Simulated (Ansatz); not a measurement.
Data:

SiGe:
```
SiGe
1.0
    1.98127     1.14389     6.46125
   -1.98127     1.14389     6.46125
    0.00000    -2.28777     6.46125
Si Ge
2 2
Direct
  0.93909   0.93909   0.93909
  0.06091   0.06091   0.06091
  0.43574   0.43574   0.43574
  0.56426   0.56426   0.56426
```

This is the PBE-relaxed structure. Cartesian axes are those of the cell as given.

Problem. All from PBE in the plane-wave PAW code Ansatz, unless another level is named. Give the band gap.

Solution. 0.38 eV (indirect).

Problem. Next, the electron effective mass?

Solution. 0.11, 0.16, 0.59 mₑ (principal values).

Problem. Give the hole effective mass, band 2 of 2 at the edge.

Solution. 0.056 along x, 0.60 along z (mₑ).

Problem. Give the valence-band maximum.

Solution. at Γ.

Space group R-3m. The start of the workflow was typed in or built on a structure type; neither database checked (COD, Materials Project) lists it. Its standing as an ambient phase is unchecked. Symmetry was held in the PBE relaxation; its stability against distortions is not shown here. Scalar-relativistic: spin–orbit coupling is off unless named, which matters more the heavier the elements.

Potentials: the later of the program's two PAW sets.
